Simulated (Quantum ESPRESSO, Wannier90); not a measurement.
**Wannier functions of Hg (P-1, model phase)**

```xyz
3
Lattice="3.3206 0.0000 0.0000 -1.4721 3.0761 0.0000 -0.9583 -1.3973 8.1206" Properties=species:S:1:pos:R:3 pbc="T T T"
Hg    -1.3151    -1.2639     2.7225
Hg     1.3151     1.2639    -2.7225
Hg     0.0000     0.0000     0.0000
```

Materials Project entry mp-569360; symmetrised, unrelaxed at this level. This isn't the element's usual structure (rhombohedral); take it as a model of another phase. Method: PBEsol plane waves in Quantum ESPRESSO 7.5 (PseudoDojo norm-conserving files, 53 Ry, spinors with spin-orbit coupling), Bloch states on a 6×4×4 mesh through Γ, Wannier90 4.0.1. Density: 14×14×6 mesh, cold smearing 0.01 Ry.

A tight-binding model is made by disentanglement and projection with no localisation steps (num_iter = 0), so the 54 orbitals stay atom-like: hydrogen-like Hg: s;p;d, axes along x, y, z; frozen window up to 1.50 eV relative to the Fermi level. It follows pw.x to 13 meV rms for states up to 1.0 eV relative to the Fermi level. Matrix elements depend on this choice of orbitals and windows.

Problem. What are the on-site energies relative to the Fermi level, and how fast do the hoppings decay?

Solution. 
```json
[
 {"atom": "Hg1", "orbitals": "s↑ s↓", "energy (eV)": "-1.44"},
 {"atom": "Hg1", "orbitals": "pz↑ pz↓", "energy (eV)": "6.57"},
 {"atom": "Hg1", "orbitals": "px↑ px↓", "energy (eV)": "6.47"},
 {"atom": "Hg1", "orbitals": "py↑ py↓", "energy (eV)": "6.35"},
 {"atom": "Hg1", "orbitals": "dz2↑ dz2↓ dyz↑ dyz↓ dx2-y2↑ dx2-y2↓", "energy (eV)": "-6.04"},
 {"atom": "Hg1", "orbitals": "dxz↑ dxz↓ dxy↑ dxy↓", "energy (eV)": "-6.03"},
 {"atom": "Hg2", "orbitals": "s↑ s↓", "energy (eV)": "-1.44"},
 {"atom": "Hg2", "orbitals": "pz↑ pz↓", "energy (eV)": "6.57"},
 {"atom": "Hg2", "orbitals": "px↑ px↓", "energy (eV)": "6.47"},
 {"atom": "Hg2", "orbitals": "py↑ py↓", "energy (eV)": "6.35"},
 {"atom": "Hg2", "orbitals": "dz2↑ dz2↓ dyz↑ dyz↓ dx2-y2↑ dx2-y2↓", "energy (eV)": "-6.04"},
 {"atom": "Hg2", "orbitals": "dxz↑ dxz↓ dxy↑ dxy↓", "energy (eV)": "-6.03"},
 {"atom": "Hg3", "orbitals": "s↑ s↓", "energy (eV)": "-1.45"},
 {"atom": "Hg3", "orbitals": "pz↑ pz↓", "energy (eV)": "6.55"},
 {"atom": "Hg3", "orbitals": "px↑ px↓", "energy (eV)": "6.46"},
 {"atom": "Hg3", "orbitals": "py↑ py↓", "energy (eV)": "6.35"},
 {"atom": "Hg3", "orbitals": "dz2↑ dz2↓ dyz↑ dyz↓ dx2-y2↑ dx2-y2↓", "energy (eV)": "-6.03"},
 {"atom": "Hg3", "orbitals": "dxz↑ dxz↓ dxy↑ dxy↓", "energy (eV)": "-6.01"}
]
```

| distance of the centres (Å) | largest modulus (eV) |
|---|---|
| 3–4 | 2.1 |
| 4–5 | 0.16 |
| 5–6 | 0.13 |

Effective spin-orbit constants λ of λ L·S, from the same-site elements px↑–py↑ (λ/2) and dx2-y2↑–dxy↑ (λ), where they are among the larger elements: Hg1 d 0.74 eV, Hg2 d 0.74 eV, Hg3 d 0.74 eV, Hg1 p 1.1 eV, Hg2 p 1.1 eV, Hg3 p 1.1 eV.
